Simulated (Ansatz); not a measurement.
Notes on KGe

```
Ge K
1.0
     4.82698    0.00000    0.00000
     0.00000   11.71946    0.00000
     0.00000    0.00000    4.09732
Ge K
4 4
Direct
  0.10600 0.12100 0.25000
  0.89400 0.87900 0.75000
  0.60600 0.37900 0.75000
  0.39400 0.62100 0.25000
  0.50300 0.85200 0.25000
  0.49700 0.14800 0.75000
  0.00300 0.64800 0.75000
  0.99700 0.35200 0.25000
```

Single point in Ansatz 0.2.0 with r2SCAN, no spin polarisation. Cutoff 500 eV, PAW datasets, 7×3×8 Γ-centred k mesh, fermi-dirac filling (width 0.0944 eV).

(1) Give the Bader charges.

(2) Is there a gap?

(3) Is it stable against the elements?

(4) Is the cell too large or too small?

(5) Where is the largest force?

Origin: a known structure type with other elements, at an estimated volume, so it need not be a known compound. Caveats: many states at the Fermi level without spin polarisation, so a magnetic state may lie lower; atoms or cell far from equilibrium.

## Answers

(1) Bader charges in e: K +0.63, Ge -0.63. In the mean K gives up most and Ge takes most.

(2) It is a metal, with about 9.2 states/eV a cell as the mean within 0.25 eV of the Fermi level, mostly Ge p (91 %).

(3) 1.09 eV an atom against the elements' usual phases (free molecules for gases, crystals otherwise, with no correction for O₂ or N₂), so at this geometry it isn't bound against them. Relaxing would lower it.

(4) The pressure is 8.2 GPa (compression positive), so with the atoms held at these fractions the cell would first expand; the forces are large, so a full relaxation may end otherwise. The principal stresses 7.5, 7.5, 9.5 GPa differ, so its shape would change too.

(5) The largest is on Ge2 (and as large on other atoms): 3.54 eV/Å, components (2.03, 2.90, 0.00). It makes 134° with the line to a nearest neighbour, K7 at 2.76 Å.
